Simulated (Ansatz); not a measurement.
## Sn2Ge: stable or not

The cell was found from a structure generator's guess, not taken from experiment.

Method: Ansatz, DFT PBE, scalar-relativistic, plane waves, PAW. Cutoff 420 eV, Γ-centred 12×12×4 mesh (6-atom cell), Gaussian smearing of 0.10 eV, no spin polarisation.

```xyz
6
Lattice="4.4993 0.0000 0.0000 -2.2497 3.8965 0.0000 0.0000 0.0000 11.0631" Properties=species:S:1:pos:R:3 pbc="T T T"
Sn    0.0000    0.0000    4.0856
Sn    0.0000    2.5977    0.5419
Sn    2.2497    1.2988   10.5212
Sn    0.0000    0.0000    6.9776
Ge    2.2497    1.2988    7.8344
Ge    0.0000    2.5977    3.2288
```

Formation energies are uncorrected and refer to the elements' standard structures at the same level. The references include grey tin.

Question: These tests were run: energy against the elements; random kick, then relaxation without symmetry; phonons on a 2×2×1 q mesh. What do they show?

Answer:

```tsv
test	result
energy against the elements	+0.04 eV/atom
random kick, then relaxation without symmetry	returns
phonons on a 2×2×1 q mesh	no imaginary mode on the mesh
```

It fails one test: energy against the elements. It may still be a metastable minimum.

The kick test ran on a coarse mesh. The run for the phonons used a 12×12×4 k mesh and Fermi–Dirac smearing of 0.15 eV.
